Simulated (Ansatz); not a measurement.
Name crystals whose computed values (PBEsol (plane waves, PAW; program Ansatz)) fall in these windows: highest Γ mode, no LO–TO term (cm⁻¹) 120 to 160; G_Hill (GPa) 31 to 40; Θ_D (K) 250 to 330.



```csv
crystal,"highest Γ mode, no LO–TO term (cm⁻¹)",G_Hill (GPa),Θ_D (K)
"YZn, CsCl type",148,35.0,290
"YRh, CsCl type",145,36.6,263
```
Others may fit too.

Standing as an ambient phase not checked: YZn, CsCl type; YRh, CsCl type. All cells were relaxed under the symmetry of their starts (and spin orders); stability against distortions was not tested throughout. Rows with no word on spin ran without spin polarisation. Spin–orbit coupling is left out wherever it is not named.

Potentials: the later of the program's two PAW sets.
